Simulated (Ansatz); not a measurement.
## Al4B3Sb, before and after

A trial structure of Al4B3Sb was built thus: species swapped into a database cell of Sn4TeSe3 (Pm, No. 6), with Al on the Sn sites, Sb on the Te sites and B on the Se sites. The dimensions are guesses.

start.cif

```cif
data_structure
_symmetry_space_group_name_H-M 'Pm'
_symmetry_Int_Tables_number 6
_cell_length_a 3.7434
_cell_length_b 3.3817
_cell_length_c 9.5038
_cell_angle_alpha 90.000
_cell_angle_beta 90.479
_cell_angle_gamma 90.000
_cell_volume 120.31
loop_
_atom_site_label
_atom_site_type_symbol
_atom_site_symmetry_multiplicity
_atom_site_Wyckoff_symbol
_atom_site_fract_x
_atom_site_fract_y
_atom_site_fract_z
_atom_site_occupancy
Al1 Al 1 b 0.58735 0.50000 0.37935 1
Al2 Al 1 b 0.88556 0.50000 0.87723 1
Al3 Al 1 a 0.38338 0.00000 0.62336 1
Al4 Al 1 a 0.12242 0.00000 0.11274 1
B1 B 1 b 0.50537 0.50000 0.14831 1
B2 B 1 b 0.99751 0.50000 0.65063 1
B3 B 1 a 0.49892 0.00000 0.85149 1
Sb1 Sb 1 a 0.01949 0.00000 0.35689 1
```

All numbers below come from DFT PBE, scalar-relativistic, plane waves, PAW in Ansatz. Cutoff 420 eV, Gaussian smearing, Γ-centred meshes. Cell and atoms relax first on a coarse mesh, the cell is then made exact in the group found at 0.06 to 0.08 Å, and last on a converged mesh; the steps can't lower the symmetry of their start. No spin polarisation.

end.cif

```cif
data_structure
_symmetry_space_group_name_H-M 'Pmm2'
_symmetry_Int_Tables_number 25
_cell_length_a 3.0721
_cell_length_b 3.2603
_cell_length_c 11.1192
_cell_angle_alpha 90.000
_cell_angle_beta 90.000
_cell_angle_gamma 90.000
_cell_volume 111.37
loop_
_atom_site_label
_atom_site_type_symbol
_atom_site_symmetry_multiplicity
_atom_site_Wyckoff_symbol
_atom_site_fract_x
_atom_site_fract_y
_atom_site_fract_z
_atom_site_occupancy
Al1 Al 1 d 0.50000 0.50000 0.49110 1
Al2 Al 1 c 0.50000 0.00000 0.15243 1
Al3 Al 1 b 0.00000 0.50000 0.30124 1
Al4 Al 1 a 0.00000 0.00000 0.93120 1
B1 B 1 d 0.50000 0.50000 0.00577 1
B2 B 1 c 0.50000 0.00000 0.34980 1
B3 B 1 b 0.00000 0.50000 0.08782 1
Sb1 Sb 1 a 0.00000 0.00000 0.68063 1
```

The symmetry goes from Pm (No. 6) to Pmm2 (No. 25). The volume per atom shrinks by 7.4 %, from 15.0 to 13.9 Å³. The shortest distance goes from 2.20 Å (Al–B) to 1.79 Å (B–B). The end is written in a standard setting, so origin, axes and order of atoms can differ from the start's.

```json
{
  "Volume per atom": "13.92 Å³",
  "Density": "3.91 g/cm³",
  "Energy over the elements": "+0.22 eV/atom",
  "Gap on the 10×10×4 mesh of the 8-atom cell": "0 eV (a metal)"
}
```

Formation energies are uncorrected and refer to the elements' standard structures at the same level. The separate elements lie lower, so it is unstable against them.

The last run used Gaussian smearing of 0.10 eV. Spin–orbit coupling, which can matter for Sb, is left out. A later test with randomly moved atoms came back to the same energy, though modes that don't fit the test's cell weren't probed. Another cell of the same search, in C2/m, lies 89 meV/atom lower, so this cell isn't the stable form at this level.
